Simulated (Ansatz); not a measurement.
**Notes on CdGa$_{2}$As$_{4}$**

```
CELL_PARAMETERS angstrom
0.00000 5.57423 0.00000
5.57423 0.00000 0.00000
2.78712 2.78712 -5.40224
ATOMIC_POSITIONS crystal
Cd 0.00000 0.00000 0.00000
Ga 0.75000 0.25000 0.50000
Ga 0.50000 0.50000 0.00000
As 0.39500 0.40500 0.73000
As 0.59500 0.12500 0.27000
As 0.87500 0.86500 0.73000
As 0.13500 0.60500 0.27000
```

Method: r2SCAN, no spin polarisation; PAW, plane waves to 500 eV, 7×7×7 Γ-centred mesh, fermi-dirac occupations (width 0.1 eV) (Ansatz 0.2.0), atoms fixed.

(1) Which atom feels the largest force, and which way?

(2) What is the formation energy?

(3) What does the stress say?

(4) Is there a gap?

(5) Which element gives electrons and which takes them?

(6) What do density and ELF say about some of the short contacts?

Origin: a known structure type with other elements, at an estimated volume, so it need not be a known compound. Caveats: many states at the Fermi level without spin polarisation, so a magnetic state may lie lower.

Results:

(1) The largest is on As4 (and as large on other atoms): 0.95 eV/Å, components (0.36, -0.76, 0.44). It makes 123° with the line to a nearest neighbour, Ga3 at 2.36 Å.

(2) 0.21 eV an atom against the elements' usual phases (free molecules for gases, crystals otherwise, with no correction for O₂ or N₂), so at this geometry it isn't bound against them. Relaxing would lower it.

(3) The pressure is 5.0 GPa (compression positive), so with the atoms held at these fractions the cell would first expand; the forces are large, so a full relaxation may end otherwise. The principal stresses 4.3, 5.3, 5.3 GPa differ, so its shape would change too.

(4) It is a metal, with about 4.2 states/eV a cell as the mean within 0.25 eV of the Fermi level, mostly As p (86 %).

(5) Bader charges in e: Cd +0.46, Ga +0.64, As -0.44. In the mean Ga gives up most and As takes most.

(6) Ga–As at 2.36 Å: least valence density 0.54 e/Å³ and ELF 0.55 there. Cd–As at 2.55 Å: least valence density 0.43 e/Å³ and ELF 0.40 there. Both are smooth PAW fields, read partly inside the augmentation spheres.
